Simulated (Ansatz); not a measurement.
Density of states of a Si11Pd10Au3 cell (a random packing after short dynamics, relaxed), per eV and atom, broadened by Gaussian smearing of width 0.1 eV and averaged over bins of 0.3 eV, from 8 eV under the Fermi level at most up to where the solved bands end.

All numbers below come from DFT PBE, scalar-relativistic, plane waves, PAW in Ansatz.

Settings: cutoff 420 eV, Γ-centred mesh 5×5×4 on the computed 24-atom cell, Gaussian smearing of 0.10 eV; no spin polarisation.

```xyz
24
Lattice="6.8407 -0.3195 0.4518 -0.3064 7.1925 0.1563 0.4810 0.1622 8.0200" Properties=species:S:1:pos:R:3 pbc="T T T"
Si    1.8796    6.2939    5.8050
Si    1.5166    4.9826    8.0655
Si    5.6990    0.8250    3.6159
Si    5.0732    2.7826    5.6433
Si    1.3971    2.6677    2.8438
Si    5.0221    6.7010    8.4676
Si    6.0653    5.3177    4.8628
Si    1.6537    1.8324    5.8574
Si    5.6637    3.5972    0.8525
Si    6.2512    1.7413    7.4129
Si    5.0482    4.8969    6.9370
Pd    2.8499    4.0281    6.1199
Pd    5.8470    6.0212    2.4404
Pd    0.9803    0.1736    7.4721
Pd    1.0801    0.4393    3.7930
Pd    4.5438    1.3973    1.5667
Pd    3.3977    1.9179    4.1414
Pd    3.8645    0.8718    6.7607
Pd    3.8374    6.2984    4.4317
Pd    1.3691    4.8692    3.8420
Pd    5.9396    3.2345    3.4012
Au    2.1588    6.5313    1.4994
Au    3.6029    4.2186    2.2961
Au    2.0311    2.4600    0.5173
```

```tsv
E − E_F (eV)	total	Pd 4d	Si 3p	Au 5d	Si 3s
-7.90	0.186	0.046	0.043	0.008	0.081
-7.60	0.129	0.027	0.035	0.009	0.051
-7.30	0.143	0.033	0.044	0.009	0.048
-7.00	0.244	0.070	0.074	0.017	0.066
-6.70	0.035	0.010	0.013	0.003	0.006
-6.40	0.320	0.093	0.133	0.041	0.010
-6.10	0.589	0.189	0.217	0.108	0.018
-5.80	0.814	0.291	0.250	0.217	0.015
-5.50	1.046	0.395	0.253	0.347	0.015
-5.20	1.156	0.479	0.223	0.406	0.017
-4.90	1.302	0.612	0.212	0.430	0.017
-4.60	1.463	0.780	0.208	0.421	0.020
-4.30	1.420	0.841	0.179	0.346	0.021
-4.00	1.426	0.919	0.162	0.286	0.022
-3.70	1.492	1.000	0.157	0.279	0.021
-3.40	1.420	1.015	0.136	0.215	0.021
-3.10	1.433	1.069	0.124	0.186	0.024
-2.80	1.418	1.071	0.125	0.163	0.027
-2.50	1.297	0.980	0.125	0.129	0.030
-2.20	1.189	0.885	0.129	0.114	0.032
-1.90	0.885	0.615	0.133	0.077	0.030
-1.60	0.650	0.384	0.150	0.050	0.032
-1.30	0.555	0.265	0.178	0.035	0.037
-1.00	0.532	0.219	0.205	0.029	0.034
-0.70	0.424	0.151	0.185	0.020	0.029
-0.40	0.402	0.127	0.187	0.018	0.028
-0.10	0.353	0.099	0.169	0.015	0.028
0.20	0.341	0.089	0.161	0.012	0.031
0.50	0.321	0.074	0.154	0.011	0.033
0.80	0.340	0.071	0.160	0.011	0.039
1.10	0.321	0.060	0.153	0.008	0.038
1.40	0.323	0.057	0.151	0.007	0.043
1.70	0.332	0.052	0.157	0.007	0.041
2.00	0.364	0.051	0.170	0.007	0.048
```

The columns after the total are the largest Löwdin projections on the valence shells of the potentials, so they needn't add up, and the weight of a shell that a potential lacks goes to other orbitals. The cell has no gap on the mesh.

Spin-orbit coupling is left out, which matters for the bands of heavy elements.

Cost: 2 runs of about 27 core-minutes in all (earlier runs that led there not counted), on Arm Neoverse V1 (shared hosts).